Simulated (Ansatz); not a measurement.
HfSi$_{2}$:
```yaml
crystal:
  lattice:
    - [-1.63731, 1.63731, 4.52493]
    - [1.63731, -1.63731, 4.52493]
    - [1.63731, 1.63731, -4.52493]
  atoms:
    - { symbol: Hf, position: [0.00000, 0.00000, 0.00000] }
    - { symbol: Si, position: [0.31570, 0.31570, 0.00000] }
    - { symbol: Si, position: [0.68430, 0.68430, 0.00000] }
```

Relaxed with PBE. Special points in fractions of this cell's reciprocal vectors: Γ (0.000, 0.000, 0.000); X (0.000, 0.000, 0.500); P (0.250, 0.250, 0.250); N (0.000, 0.500, 0.000); M (0.500, 0.500, -0.500); S (0.283, 0.717, -0.283); S0 (-0.283, 0.283, 0.283); R (-0.065, 0.065, 0.500); G (0.500, 0.500, -0.065).

### Question
List the band energies nearest the Fermi level at these points for PBE in the plane-wave PAW code Ansatz.

### Answer
In eV from the Fermi level; about four levels below and three above (degenerate sets whole), none deeper than 8.9 eV; points with the same levels are listed once.

```csv
k,below,above
Γ,-4.34 -1.03 -1.03 -0.71,2.73 3.46 4.34
X,-5.28 -4.88 -3.35 -1.58,0.19 1.47 4.01
P,-2.35 -0.72 -0.72 -0.10,4.72 4.72 6.50
N,-8.48 -4.08 -3.37 -0.89,0.37 2.41 3.08
M,-8.45 -1.17 -0.87,0.03 0.03 1.92 1.92
S,-7.99 -5.34 -2.09 -0.79,0.35 2.33 2.77
R,-3.78 -3.47 -1.48 0.00,1.21 4.16 4.50
```

Space group I4/mmm (MoSi2 or CaC2 type). A made-up cell: these elements were put on the sites of a structure type; neither database checked (COD, Materials Project) lists it. COD files the formula under space group No. 63, so this cell is another polymorph or a model. Its standing as an ambient phase is unchecked. The cell was relaxed with PBE under the symmetry of its start; its stability against distortions is not shown here. The run is not spin-polarised. Scalar-relativistic: spin–orbit coupling is off unless named, which matters more the heavier the elements.

Potentials: the later of the program's two PAW sets.
